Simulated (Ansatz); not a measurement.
Pd:
```
Pd
1.0
    0.00000     1.95366     1.95366
    1.95366     0.00000     1.95366
    1.95366     1.95366     0.00000
Pd
1
Direct
  0.00000   0.00000   0.00000
```

Relaxed with r²SCAN. Special points in fractions of this cell's reciprocal vectors: Γ (0.000, 0.000, 0.000); X (0.500, 0.000, 0.500); U (0.625, 0.250, 0.625); K (0.375, 0.375, 0.750); L (0.500, 0.500, 0.500); W (0.500, 0.250, 0.750).

**Question.** List the band energies nearest the Fermi level at these points for DFT-r²SCAN with spin–orbit coupling in the program Ansatz with PAW potentials.

**Answer.** In eV from the Fermi level; about four levels below and three above (degenerate sets whole), none deeper than 8.9 eV; … stands for higher levels left out; points with the same levels are listed once.

```tsv
k	below	above
Γ	-1.28 -1.28 -1.28 -1.28	…
X	-5.20 -5.20 -0.17 -0.17	0.16 0.16 0.44 0.44
U	-1.03 -1.03 -0.16 -0.16	7.45 7.45 …
L	-2.80 -2.80 -0.15 -0.15	0.04 0.04 1.32 1.32
W	-3.37 -3.37 -1.37 -1.37	0.28 0.28 9.14 9.14
```

Space group Fm-3m (fcc (Cu type)). Symmetry was held in the r²SCAN relaxation. The run is not spin-polarised.

Potentials: the later of the program's two PAW sets.
